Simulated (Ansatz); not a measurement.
## NaIr3Au5: rattling a relaxed structure

It was reached by relaxing an invented guess, and it needn't be the stable form of this composition.

Computed with DFT PBE, scalar-relativistic, plane waves, PAW in Ansatz 0.2.0. Cutoff 420 eV; k points 6×6×14 on the computed 9-atom cell (Γ-centred); Gaussian smearing, width 0.10 eV; no spin polarisation.

The cell below (9 atoms, space group P-62m (No. 189)) is relaxed within its symmetry.

```
Na Ir Au
1.0
     8.08949    0.00000    0.00000
    -4.04475    7.00570    0.00000
     0.00000    0.00000    2.67255
Na Ir Au
1 3 5
Direct
  0.00000 0.00000 0.00000
  0.64933 0.00000 0.00000
  0.00000 0.64933 0.00000
  0.35067 0.35067 0.00000
  0.30648 0.00000 0.50000
  0.00000 0.30648 0.50000
  0.69352 0.69352 0.50000
  0.33333 0.66667 0.50000
  0.66667 0.33333 0.50000
```

For the test it was strained at random (σ = 1.5 % a component), the atoms were moved at random (σ = 0.10 Å), and all was relaxed again on a coarse 8×3×3 mesh (in the run’s order of axes) with 0.20 eV smearing, with no symmetry imposed.

Spin–orbit coupling, which can matter for Au and Ir, is left out.

Problem. Does it come back?

Solution. It returns, within 1 meV/atom of the unmoved cell on that mesh and with the same symmetry when read at 0.1 Å (Amm2 at 0.01 Å, so small strains and shifts remain). No instability shows in this cell; modes of other wave vectors, which need another repeat, aren't tested.
